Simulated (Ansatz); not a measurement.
Starting cell, ZnCu (CsCl type):

```yaml
crystal:
  lattice:
    - [5.92765, 0.00000, 0.00000]
    - [0.00000, 2.96382, 0.00000]
    - [0.00000, 0.00000, 2.96382]
  atoms:
    - { symbol: Zn, position: [0.00000, 0.00000, 0.00000] }
    - { symbol: Zn, position: [0.50000, 0.00000, 0.00000] }
    - { symbol: Cu, position: [0.25000, 0.50000, 0.50000] }
    - { symbol: Cu, position: [0.75000, 0.50000, 0.50000] }
```

In this cell atom 3 (Cu, nearest neighbour Zn at 2.567 Å; its periodic images, 3.0 Å or more away, move with it) is moved by s along Cartesian x, unit vector (1.000, 0.000, 0.000); all other atoms and the cell stay fixed.

Method: PBE (plane waves to 420 eV, PAW, scalar-relativistic; Ansatz, a first-principles code). k mesh 7×13×13 (Γ-centred), Fermi-Dirac smearing 0.05 eV. Energies are smeared free energies. With partly filled bands, energies and forces of such displacements shift with the k mesh and the smearing. ZnCu is run without spin polarisation. ZnCu was relaxed with its symmetry unable to fall. The zero of ΔE is the undisplaced structure. The last digit holds for this mesh only.

```json
[
 {"s (Å)": "-0.770", "ΔE (meV/cell)": "1640.8"},
 {"s (Å)": "-0.616", "ΔE (meV/cell)": "withheld"},
 {"s (Å)": "-0.462", "ΔE (meV/cell)": "533.8"},
 {"s (Å)": "-0.308", "ΔE (meV/cell)": "230.4"},
 {"s (Å)": "-0.154", "ΔE (meV/cell)": "56.6"},
 {"s (Å)": "0.000", "ΔE (meV/cell)": "0.0"},
 {"s (Å)": "0.154", "ΔE (meV/cell)": "56.6"},
 {"s (Å)": "0.308", "ΔE (meV/cell)": "230.4"},
 {"s (Å)": "0.462", "ΔE (meV/cell)": "533.8"},
 {"s (Å)": "0.616", "ΔE (meV/cell)": "withheld"},
 {"s (Å)": "0.770", "ΔE (meV/cell)": "1640.8"}
]
```

Question: Fit an even polynomial form (powers 2, 4, 6) to the given rows and predict ΔE at s = 0.616.

Answer: Least squares on the 9 given rows: ΔE = (2375)·s² + (552.3)·s⁴ + (186.1)·s⁶, in meV/cell with s in Å; root-mean-square residual 0.14 meV/cell. At 0.616 the fit gives 990.9 meV/cell; the calculation gives 989.8 meV/cell, so the interpolation is off by 1.1 (+0.1 %). The quadratic term alone would give 901.2 meV/cell.

(For displaced atoms, the force is minus the slope of the energy, and its curvature is a force constant, which sets phonon frequencies.)
